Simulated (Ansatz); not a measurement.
YSi2Ni in space group Cmcm (No. 63; Y on 4c, Si on 4c, Si on 4c, Ni on 4c), the program Ansatz at the PBE level (PAW), all energies at zero smearing, with the estimated change up to a 700 eV cutoff added, with one set of potentials and settings (totals compare only within such a set). Cell of 8 atoms (2 Y, 4 Si, 2 Ni): -21926.871 eV.

```
element                             reference phase  E (eV/atom)
-------  ------------------------------------------  -----------
Y                     P6_3/mmc, 2 atoms in the cell   -3848.6897
Si                       Fd-3m, 2 atoms in the cell    -635.8114
Ni       Fm-3m, 1 atoms in the cell, spin-polarised   -5839.7295
```

Formation energy per atom, worked out: (-21926.871 − 2×(-3848.6897) − 4×(-635.8114) − 2×(-5839.7295))/8 = -0.848 eV/atom (-82 kJ per mol of atoms), at 0 K, without zero-point energy or fitted corrections.

The first step of the workflow began from a Materials Project structure, measured or hypothetical; the Crystallography Open Database copy checked does not list it. Whether it is the stable phase at ambient conditions was not checked. The cell was relaxed with PBE under the symmetry of its start; whether a distortion lowers the energy is not shown. The run is not spin-polarised. The references are the lowest solids computed at this level, not always the standard phases.

Potentials: the earlier of the program's two PAW sets.
